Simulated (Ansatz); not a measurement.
LaAgSO, a database entry at a rescaled volume

```
La S O Ag
1.0
     4.05242    0.00000    0.00000
     0.00000    4.05242    0.00000
     0.00000    0.00000    9.03050
La S O Ag
2 2 2 2
Direct
  0.25000 0.25000 0.13612
  0.75000 0.75000 0.86388
  0.25000 0.25000 0.69432
  0.75000 0.75000 0.30568
  0.75000 0.25000 0.00000
  0.25000 0.75000 0.00000
  0.75000 0.25000 0.50000
  0.25000 0.75000 0.50000
```

The numbers come from plane-wave PAW DFT (Ansatz): LDA, no spin polarisation, 420 eV, 6×6×3 Γ-centred k points, fermi-dirac occupations (width 0.0423 eV). Nothing was relaxed.

(1) What is the formation energy?

(2) How is the charge shared?

(3) Where is the largest force?

(4) What is the band gap?

(5) What do density and ELF say about some of the short contacts?

Origin: a database entry at a rescaled volume. Caveats: f levels without a U or exact exchange are poorly placed.

Answers

(1) -2.15 eV an atom against the elements' usual phases (free molecules for gases, crystals otherwise, with no correction for O₂ or N₂), so it is bound against them; other compounds may still compete. Relaxing would lower it.

(2) Bader charges in e: La +1.97, Ag +0.21, S -0.89, O -1.28. In the mean La gives up most and O takes most.

(3) The largest is on S3 (and as large on other atoms): 0.37 eV/Å, components (0.00, 0.00, -0.37). It makes 49° with the line to a nearest neighbour, Ag7 at 2.68 Å.

(4) The gap is 1.22 eV, direct at the points sampled. A semilocal functional usually gives too small a gap.

(5) La–O at 2.37 Å: least valence density 0.46 e/Å³ and ELF 0.23 there. S–Ag at 2.68 Å: least valence density 0.31 e/Å³ and ELF 0.23 there. Ag–Ag at 2.87 Å: least valence density 0.21 e/Å³ and ELF 0.14 there. Both are smooth PAW fields, read partly inside the augmentation spheres.
